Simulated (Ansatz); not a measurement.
CdO (rock salt, Fm-3m), PBE in the plane-wave PAW code Ansatz, all energies at zero smearing, with the estimated change up to a 700 eV cutoff added, with one set of potentials and settings (totals compare only within such a set). Cell of 2 atoms (1 Cd, 1 O): -8821.449 eV.

| element | reference phase | E (eV/atom) |
|---|---|---|
| Cd | P6_3/mmc, 2 atoms in the cell | -8254.4547 |
| O | C2/m, 4 atoms in the cell, spin-polarised | -565.0000 |

Formation energy per atom, worked out: (-8821.449 − 1×(-8254.4547) − 1×(-565.0000))/2 = -0.997 eV/atom (-96 kJ per mol of atoms), at 0 K, without zero-point energy or fitted corrections.

Symmetry was held in the PBE relaxation. The references are the lowest solids computed at this level, not always the standard phases (solids in place of the gases).

Potentials: the later of the program's two PAW sets.
